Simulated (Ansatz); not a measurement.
Relaxed MoS$_{2}$ (2H-MoS2 type, space group P6_3/mmc):

```
MoS2
1.0
    3.14944     0.00000     0.00000
   -1.57472     2.72750     0.00000
    0.00000     0.00000    12.09150
Mo S
2 4
Cartesian
  0.00000   1.81833   3.02287
  1.57472   0.90917   9.06862
  0.00000   1.81833   7.50281
  1.57472   0.90917   1.45706
  1.57472   0.90917   4.58868
  0.00000   1.81833  10.63443
```

In this cell atom 4 (S, nearest neighbour Mo at 2.400 Å; its periodic images, 3.1 Å or more away, move with it) is moved by u·(1.000, 0.000, 0.000) + v·(0.000, 1.000, 0.000); the rest is frozen.

The numbers are results of PBE-D3(BJ) (plane waves to 420 eV, PAW, scalar-relativistic; Ansatz, a program for electronic structure), not measurements. k mesh 10×10×3 (Γ-centred), Fermi-Dirac smearing 0.05 eV. Compression counts positive. Points where atoms come too close for the PAW data are left out (x in tables, blank in figures). As the smearing reaches across the gap at some points, energies and forces of such displacements shift with the k mesh and the smearing. MoS2 is run without spin polarisation. MoS2 was relaxed with its symmetry unable to fall. The PAW data are Ansatz's earlier set. The last digit holds for this mesh only.

Changes of P (GPa) from the point u = 0.000 Å, v = 0.000 Å when one coordinate moves alone (two changes are said to add if the coupling is within 5 % of the smaller one, nearly so within 20 %):

| point | change |
|---|---|
| u = 0.000 Å, v = -0.395 Å | 3.09 |
| u = -0.790 Å, v = 0.000 Å | 9.08 |
| u = -0.395 Å, v = 0.000 Å | 2.51 |
| u = 0.395 Å, v = 0.000 Å | 2.51 |
| u = 0.790 Å, v = 0.000 Å | 9.08 |
| u = 0.000 Å, v = 0.395 Å | 1.93 |
| u = 0.000 Å, v = 0.790 Å | 4.97 |

**Question.** Do the two effects add at u = 0.395 Å, v = 0.395 Å? Give the computed change.

**Answer.** The sum of the single changes is 2.51 + (1.93) = 4.44; the calculation gives 6.01, so the coupling contributes 1.57 (over 20 % of the smaller single change, not additive).

**Question.** What is the change at u = -0.790 Å, v = -0.395 Å, where both move, and how far is it from the sum?

**Answer.** The sum of the single changes is 9.08 + (3.09) = 12.17; the calculation gives 5.41, so the coupling contributes -6.76 (over 20 % of the smaller single change, not additive).

**Question.** What is the change at u = -0.395 Å, v = 0.790 Å, where both move, and how far is it from the sum?

**Answer.** The sum of the single changes is 2.51 + (4.97) = 7.48; the calculation gives 9.79, so the coupling contributes 2.31 (over 20 % of the smaller single change, not additive).

(For displaced atoms, the force is minus the slope of the energy, and its curvature is a force constant, which sets phonon frequencies.)
